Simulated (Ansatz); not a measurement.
LiBr (rock salt, Fm-3m), a = b = c = 5.4110 Å, α = β = γ = 90.00°; the cell used has 2 atoms.

Relaxed with PBEsol. Plane-wave PAW PBEsol (Ansatz code) gives a gap of 4.98 eV.

What gap does HSE06 give on the same cell (Ansatz, PAW)?

6.39 eV, 1.41 eV more. The hybrid was solved on a coarser mesh and at special points; its gap is the smallest among all of these.

```tsv
k	v1 PBEsol	c1 PBEsol	v1 HSE06	c1 HSE06
Γ	-0.01	4.98	0.00	6.39
X	-1.26	6.22	…	…
L	-0.30	5.48	…	…
W	-1.26	8.11	…	…
K	-0.96	6.56	…	…
```

Top valence (v1) and lowest conduction level (c1) in eV from each method's valence maximum (which need not be a listed point): supply the withheld HSE06 values.


- L, v1 HSE06: -0.32
- L, c1 HSE06: 6.83
- W, v1 HSE06: -1.33
- W, c1 HSE06: 9.46
- K, v1 HSE06: -1.01
- K, c1 HSE06: 7.88
- X, v1 HSE06: -1.34
- X, c1 HSE06: 7.51

Cost on shared cores: the PBEsol run (SCF on a 9×9×9 mesh, then bands and DOS) about 5 core-seconds (a rough figure), the HSE06 run (SCF on 7×7×7, then a few points) very roughly 40 core-seconds; the tasks are unlike.

The cell was relaxed with PBEsol under the symmetry of its start. Spin–orbit coupling is left out wherever it is not named.

Potentials: the later of the program's two PAW sets.
